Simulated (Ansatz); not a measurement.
Structure relaxation, Ge(SbTe2)2

The relaxed structure here is a generated cell of Ge(SbTe2)2: the first start was made by placing the elements on the sites of a structure type, and the end was not matched to a known phase here, so it may be hypothetical.

The start is a generated trial cell of Ge(SbTe2)2 in the AFLOW prototype AB2C4_tI14_139_a_e_ce (as in La2CuO4). The cell and all atomic positions are relaxed at zero pressure with PBEsol (plane waves to 420 eV, PAW, scalar-relativistic; Ansatz, a first-principles code). The first steps use a coarse 7×7×7 k-mesh.

Starting cell:
```
Ge(SbTe2)2
1.0
   -2.50199     2.50199     8.76539
    2.50199    -2.50199     8.76539
    2.50199     2.50199    -8.76539
Ge Sb Te
1 2 4
Direct
  0.00000   0.00000   0.00000
  0.36075   0.36075   0.00000
  0.63925   0.63925   0.00000
  0.50000   0.00000   0.50000
  0.00000   0.50000   0.50000
  0.18240   0.18240   0.00000
  0.81760   0.81760   0.00000
```

Question: Which atoms feel the largest initial force, and how large is it?

Answer: About 0.2 eV/Å, on Te6, Te7 (atoms numbered as listed).

Question: What band gap does the relaxed structure have at this level?

Answer: No gap (metallic).

The space group stays I4/mmm (No. 139) (the run could not lower it), with 7 atoms in the primitive cell. Final values are on a 12×12×12 k-mesh of the relaxed cell. No spin polarisation in the result.

The run could not lose the symmetry of its start: the end is stationary, and may be a saddle point rather than a minimum.
